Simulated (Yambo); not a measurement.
Consider the following.

```
CELL_PARAMETERS angstrom
      5.54108    -2.16929     0.00000
      5.54108     2.16929     0.00000
     -2.14818     0.00000     7.11983
ATOMIC_POSITIONS crystal
  H  0.94395 0.94395 0.61897
  H  0.05605 0.05605 0.38103
  O  0.85300 0.85300 0.59598
  O  0.14700 0.14700 0.40402
  Br 0.61190 0.61190 0.82658
  Br 0.38810 0.38810 0.17342
  Sr 0.69834 0.69834 0.27620
  Sr 0.30166 0.30166 0.72380
```

Workflow: LDA (Quantum ESPRESSO, PseudoDojo norm-conserving, 84 Ry, without SOC), then G0W0 in Yambo (4×4×2 Γ-centred k mesh, 179 bands and a 6 Ry block in the screening, 179 bands in G with the Bruneval-Gonze terminator, plasmon pole fitted at 27.2 eV).

Task: Give the LDA and G0W0 gaps between the band edges found on this mesh, and say where the edges lie.

Result: Edges: Γ → Γ. LDA: 3.95 eV; G0W0: 6.36 eV. Convergence of the G0W0 settings was not tested. Spin-orbit splittings are left out.

Geometry of the Materials Project entry, not relaxed at this level.

The structure is a Materials Project entry; no match was found in the copy of COD used, and its stability was not checked.
